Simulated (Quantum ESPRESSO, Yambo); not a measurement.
# Levels of theory for the gap of ZnO

ZnO (wurtzite, space group P6_3mc, No. 186): one geometry, one set of norm-conserving LDA (Quantum ESPRESSO, 84 Ry, without SOC) orbitals, self-energies from Yambo (6×6×4 Γ-centred k mesh, bands 9 to 125 and a 10 Ry block in the screening, 125 bands in G with the Bruneval-Gonze terminator, plasmon pole fitted at 27.2 eV).

Cell and atoms were relaxed with LDA from Materials Project entry mp-2133, within its symmetry.

```csv
level,gap Γ → Γ (eV),rough Yambo cost
LDA (Quantum ESPRESSO),0.87,–
exchange only (Hartree-Fock self-energy on LDA orbitals),10.91,about 1/10 (10 states)
static COHSEX@LDA,3.39,within a factor of two (2 states)
"G0W0@LDA, plasmon pole",2.58,1 (10 states)
```

Bare exchange has no screening and gives the widest gap; static COHSEX screens it but leaves out the frequency dependence, which G0W0 restores.

Costs are rough ratios of core time on shared machines.

Nearest settings tried, and what they do to the gap: 84 bands in W, 84 bands in G: +63 meV; 8 Ry block (123 vectors against 159): -31 meV; 6×6×2 mesh: -82 meV. So the settings aren't converged at that level. Oxides, nitrides and fluorides with a shallow 3d shell are known to need far more bands and larger blocks.
